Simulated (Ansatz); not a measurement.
One crystal and one scan (frozen-phonon scan) at two levels, PBE (plane waves to 420 eV, PAW, scalar-relativistic; Ansatz, an electronic-structure program) and r2SCAN (plane waves to 500 eV, PAW, scalar-relativistic; Ansatz), each from its own relaxed cell and on its own mesh.

The crystal is LiCl (rock salt); a phonon pattern at L = (0.5, 0.0, 0.0) is frozen into a 4-atom cell, Q being the largest atomic displacement.

LiCl was relaxed with its symmetry unable to fall. Both scans cover Q from -0.180 to 0.180 Å.

| quantity | run 1 | run 2 |
|---|---|---|
| Lattice constant a (Å) | 5.112 | 5.150 |
| Band gap of the relaxed cell, no spin-orbit coupling (eV) | 7.29 | 6.26 |
| Energy at Q = 0.180 Å (meV/cell) | 35.2 | 29.0 |
| Harmonic wavenumber from the curvature (finite differences) (cm⁻¹ (negative: imaginary)) | 204 | 185 |

### Question
Which run is which level?

### Answer
Run 2 is PBE, run 1 is r2SCAN. PBE gives the higher value for: lattice constant a. PBE gives the lower value for: band gap of the relaxed cell, no spin-orbit coupling; energy at Q = 0.180 Å; harmonic wavenumber from the curvature. Both give the same space group of the distorted cell: P-1 (No. 2), lowered from Fm-3m.

(For displaced atoms, the force is minus the slope of the energy, and its curvature is a force constant, which sets phonon frequencies.)
